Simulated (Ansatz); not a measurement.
**GaReSi — ⁷¹Ga nuclear quadrupole resonance**

Cell: an entry of the Crystallography Open Database (COD), taken as it stands.

```cif
data_GaReSi
_symmetry_space_group_name_H-M 'P4/nmm:1'
_symmetry_Int_Tables_number 129
_cell_length_a 3.1942
_cell_length_b 3.1942
_cell_length_c 8.0540
_cell_angle_alpha 90.000
_cell_angle_beta 90.000
_cell_angle_gamma 90.000
loop_
_atom_site_label
_atom_site_type_symbol
_atom_site_symmetry_multiplicity
_atom_site_Wyckoff_symbol
_atom_site_fract_x
_atom_site_fract_y
_atom_site_fract_z
Ga Ga 2 c 0.5000 0.0000 0.9146
Si Si 2 c 0.0000 0.5000 0.4152
Re Re 2 c 0.0000 0.5000 0.7306
```

One atom of each set is listed.

The numbers come from a DFT calculation in Ansatz (PBE, plane waves and PAW, scalar-relativistic, 420 eV cutoff, Γ-centred 10×10×4 k-points, Fermi–Dirac smearing 0.05 eV).

⁷¹Ga: I = 3/2, Q = 107.0 mb (year-2017 value). Static lattice, zero field.

Problem. Predict the zero-field ⁷¹Ga lines of each site.

Solution. For I = 3/2 there is one line, ν = (|C_Q|/2)(1 + η²/3)^½.

| site | atoms | V_zz (10²¹ V/m²) | C_Q (MHz) | η | line frequencies (MHz) |
| --- | --- | --- | --- | --- | --- |
| Ga | 2 | -3.10 | -8.01 | 0.00 | 4.00 |

Problem. And for ⁶⁹Ga (I = 3/2, Q = 171.0 mb) on Ga?

Solution. C_Q scales with Q to -12.8 MHz, with lines at 6.40 MHz.

An axis of threefold or higher order runs through Ga, so V_zz lies along it and η is zero.

Without spin–orbit coupling the gradients at and beside Re can be off by some per cent, at some sites by more. With a gap of 0.16 eV under a smearing of 0.05 eV the band edges are partly filled, so small gradients can hang on the smearing and the k-mesh.
